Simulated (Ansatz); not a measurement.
The cell is COD entry 4343790, as deposited and not checked against the literature; nothing was relaxed.

YSn₃: DFT, PBEsol, PAW with Ansatz's default frozen-core files, scalar-relativistic (Ansatz 0.2.0).

```
CELL_PARAMETERS angstrom
4.66600 0.00000 0.00000
0.00000 4.66600 0.00000
0.00000 0.00000 4.66600
ATOMIC_POSITIONS crystal
Y 0.00000 0.00000 0.00000
Sn 0.00000 0.50000 0.50000
Sn 0.50000 0.00000 0.50000
Sn 0.50000 0.50000 0.00000
```

The runs use a Γ-centred 8×8×8 k mesh, Fermi–Dirac smearing of 0.05 eV, cutoff 420 eV, no spin polarisation; the PAW files were made with PBE, and the program remakes their frozen cores for this functional.

Output, results part:

```
SCF 1 converged in 6 iterations: F = -21646.430290 eV  dr2 = 1.22e-8
  greatest PAW one-centre occupation: 0.992 electrons in one spin orbital (limit 2), on the Y atom at site 0 (counted from 0), in its partial waves of l = 0
NSCF: frozen V_eff on 99 k-points
SCF converged after 6 iterations
Free energy (F): -21646.430290 eV
Harris-Foulkes:  -21646.430290 eV  (|F-HF|=1.53e-10)
Internal energy: -21646.409136 eV  (E = F + TS)
E sigma→0 (E₀):  -21646.419713 eV
Entropy (-TS):   -0.021154 eV (-5.288 meV/atom)
Fermi energy:    12.192064 eV
--- Per-component energies (eV) ---
  E_band       = -287.907005
  E_kinetic    = 869.082933
  E_local      = -2902.021070  (includes V_loc(G=0)·N_el)
  E_nonlocal   = -40.422919
  E_hartree    = 1697.783400
  E_xc         = -1312.197369
  E_vxc        = -492.519185  (∫ρ·V_xc dr)
  E_paw        = -14967.998249  (= ΣΔE_a)
  E_vpaw       = -1117.595230  (= ΣTr[D̂ρ^β])
  E_aug_tail   = 0.000002  (compensation charges beyond the density's cutoff)
  E_ewald      = -4991.639156
  E_core_change = 1.003292  (= ΣΔE_core)
  E_smearing   = -0.021154  (= −TS)
  E_closure    = 0.000000  (closes the sum)
  Σ components = -21646.430290   (vs F -21646.430290, Δ=0.00e0)
--- Forces (eV/Å), atoms counted from 1 ---
  atom   1  Y     -0.00000000     0.00000000    -0.00000000
  atom   2  Sn     0.00000000     0.00000000     0.00000000
  atom   3  Sn     0.00000000    -0.00000000    -0.00000000
  atom   4  Sn     0.00000000    -0.00000000     0.00000000
  max |Σ_I F_I| component: 1.11e-28 eV/Å
--- Stress (GPa, compression-positive) ---
       -0.836858      -0.000000       0.000000
       -0.000000      -0.836858       0.000000
        0.000000       0.000000      -0.836858
  P = ⅓ Tr σ = -0.8369 GPa (-8.369 kbar)
--- PAW observables at the nuclei: V_zz in 10²¹ V/m², potentials from the cell's mean, atoms counted from 1 ---
  atom   1  Y  V_zz =    +0.000000   η = 0.0000   by run symmetry: forbidden
            electrostatic potential = -5717.915891 V   contact ρ = 443145.616250 e/Å³
  atom   2  Sn V_zz =   +14.280512   η = 0.0000   by run symmetry: allowed
            electrostatic potential = -8175.764543 V   contact ρ = 1234620.935931 e/Å³
  atom   3  Sn V_zz =   +14.280512   η = 0.0000   by run symmetry: allowed
            electrostatic potential = -8175.764543 V   contact ρ = 1234620.935931 e/Å³
  atom   4  Sn V_zz =   +14.280512   η = 0.0000   by run symmetry: allowed
            electrostatic potential = -8175.764543 V   contact ρ = 1234620.935931 e/Å³
--- Band table (eV; the first three rows and the last of 35) ---
  k-point 0: bands = ["-30.9573", "-10.9979", "-10.9979", "-10.9979", "-9.3690", "-9.3690", "-9.3690", "-9.3655", "-9.2377", "-9.2377", "-9.1903", "-9.1903", "-9.1903", "-9.1848", "-9.1848", "-9.0822", "-9.0822", "-9.0822", "-9.0689", "1.2044", "6.9035", "6.9035", "9.0563", "9.0563", "9.0563", "13.4423", "13.4423", "13.4423", "13.4794", "14.0631", "14.0631", "14.0631"]
  k-point 1: bands = ["-30.9572", "-11.0049", "-11.0005", "-11.0005", "-9.3676", "-9.3583", "-9.3583", "-9.3575", "-9.2361", "-9.2318", "-9.1917", "-9.1895", "-9.1871", "-9.1871", "-9.1846", "-9.0933", "-9.0933", "-9.0822", "-9.0740", "1.3202", "6.2973", "6.9835", "9.1021", "9.1021", "9.5561", "12.6530", "12.8414", "12.8414", "13.4613", "13.8413", "14.2630", "14.8514"]
  k-point 2: bands = ["-30.9570", "-11.0217", "-11.0067", "-11.0067", "-9.3639", "-9.3359", "-9.3277", "-9.3277", "-9.2322", "-9.2157", "-9.2032", "-9.1953", "-9.1840", "-9.1798", "-9.1798", "-9.1242", "-9.1242", "-9.0883", "-9.0822", "1.6605", "5.2130", "7.2084", "9.2151", "9.2151", "10.4211", "11.4113", "12.2573", "12.2573", "13.5090", "14.1886", "14.8795", "15.4445"]
  k-point 34: bands = ["-30.9555", "-11.0189", "-11.0189", "-11.0189", "-9.3069", "-9.3069", "-9.3069", "-9.2731", "-9.2708", "-9.2708", "-9.2708", "-9.1991", "-9.1991", "-9.1991", "-9.1650", "-9.1650", "-9.0841", "-9.0841", "-9.0841", "4.8908", "4.8908", "4.8908", "7.0693", "8.4514", "8.4514", "8.4514", "12.8667", "14.5572", "14.5572", "15.3945", "15.3945", "15.3945"]
--- Löwdin populations: 4 sites ---
  site symbol       q [e]
     0      Y     10.7375
     1     Sn     14.0425
     2     Sn     14.0425
     3     Sn     14.0425
  spilling = 0.002549 (of n_electrons = 53.000000)
--- Bader charges: 4 sites ---
  site symbol  charge [e]  shift [e]
     0      Y      1.4065     0.0000
     1     Sn     -0.4688     0.0000
     2     Sn     -0.4688     0.0000
     3     Sn     -0.4688     0.0000
  estimated error of the sums over rays = 2.3e-4 e
```

populations.tsv:

```
# site	symbol	l	j	q
# orbitals = lowdin
# n_electrons = 53.000000
# spilling = 0.002549
0	Y	0_4S	-	1.966441
0	Y	0_5S	-	0.418026
0	Y	1_4P	-	5.981171
0	Y	2_4D	-	2.371845
1	Sn	0_5S	-	1.547897
1	Sn	1_5P	-	2.503068
1	Sn	2_4D	-	9.991508
2	Sn	0_5S	-	1.547897
2	Sn	1_5P	-	2.503068
2	Sn	2_4D	-	9.991508
3	Sn	0_5S	-	1.547897
3	Sn	1_5P	-	2.503068
3	Sn	2_4D	-	9.991508
```

bader_charges.tsv:

```
# site	symbol	x_ang	y_ang	z_ang	partial_charge_e	electrons	volume_ang3	relative_density_drop	shared_charge_e	partial_wave_shift_e
# quadrature_error_electrons = 2.3e-4
0	Y	0.0000	0.0000	0.0000	1.40648	37.59352	17.74	-	1.40648	0.00000
1	Sn	0.0000	2.3330	2.3330	-0.46882	50.46882	27.95	-	-0.46882	0.00000
2	Sn	2.3330	0.0000	2.3330	-0.46883	50.46883	27.95	-	-0.46883	0.00000
3	Sn	2.3330	2.3330	0.0000	-0.46883	50.46883	27.95	-	-0.46883	0.00000
```

Spin polarisation is left out, and whether a magnetic state lies lower isn't shown here.
